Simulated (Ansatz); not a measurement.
TaSe$_{2}$ (CdI2 type, P-3m1), LDA (plane waves, PAW; program Ansatz), all energies at zero smearing, with the estimated change up to a 700 eV cutoff added, with one set of potentials and settings (totals compare only within such a set). Cell of 3 atoms (1 Ta, 2 Se): -20451.604 eV.

```json
[
 {"element": "Ta", "reference phase": "Im-3m, 1 atoms in the cell", "E (eV/atom)": "-9682.6136"},
 {"element": "Se", "reference phase": "P3_121, 3 atoms in the cell", "E (eV/atom)": "-5383.2604"}
]
```

Formation energy per atom, worked out: (-20451.604 − 1×(-9682.6136) − 2×(-5383.2604))/3 = -0.823 eV/atom (-79 kJ per mol of atoms), at 0 K, without zero-point energy or fitted corrections.

The first step of the workflow began from a Materials Project structure, measured or hypothetical; the Crystallography Open Database copy checked does not list it. COD files the formula under space group No. 2, 42, 166, 186, 194, so this cell is another polymorph or a model. Its standing as an ambient phase is unchecked. The cell was relaxed with LDA under the symmetry of its start; of distortions, only those at the zone centre were tested. The run is not spin-polarised. A crystal of weakly bound layers computed without a dispersion correction: the cell and the soft elastic constants depend strongly on that. The references are the lowest solids computed at this level, not always the standard phases. Scalar-relativistic: spin–orbit coupling is off unless named, which matters more the heavier the elements.

Potentials: the later of the program's two PAW sets.
